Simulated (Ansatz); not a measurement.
Hf, DFT, LDA, all-electron LAPW, scalar-relativistic (Ansatz 0.2.0), run on 1 thread of Arm Neoverse V1 on a shared host.

The geometry is COD entry 1534929, unchecked; take it as a test cell. The listed cell was then made from it by scaling, straining or moving an atom.

Command: `ansatz run input.yaml --threads 1 --pin off --max-ram 3072MiB --backend cpu --events-out ev --progress --plain --runs-dir out`

```yaml
crystal:
  lattice:
    - [0.0, 2.2422, 2.22]
    - [2.2422, 0.0, 2.22]
    - [2.2422, 2.2422, 0.0]
  atoms:
    - { symbol: Hf, position: [0.0, 0.0, 0.0] }
kpoints:
  mp_grid: { grid: [13, 13, 13] }
  band_path:
    path:
      - [0.0, 0.0, 0.0]
      - [0.0, 0.5, 0.5]
      - [0.25, 0.75, 0.5]
      - [0.0, 0.5, 0.0]
      - [0.0, 0.0, 0.0]
      - [0.5, 0.5, 0.0]
      - [0.3775125, 0.6224875, 0.0]
      - [-0.3775125, 0.3775125, 0.0]
      - [0.0, 0.0, 0.0]
    npoints: 5
scf:
  occupations: { method: fermi_dirac, width: 0.03 }
hamiltonian:
  xc: lda
  pseudopotentials: { kind: all_electron, lapw: { basis_error: 0.001 } }
output:
  forces: true
  stress: true
  eigenvalues: true
```

Question: How large is the problem that the program sets up?

Answer: 196 irreducible k-points, 169 plane waves at Γ, 22 bands.

Question: Estimate the wall time and the peak memory.

Answer: 20 s of wall time for 8 SCF iterations, with a peak of 0.38 GiB. Times on shared machines scatter by tens of per cent.
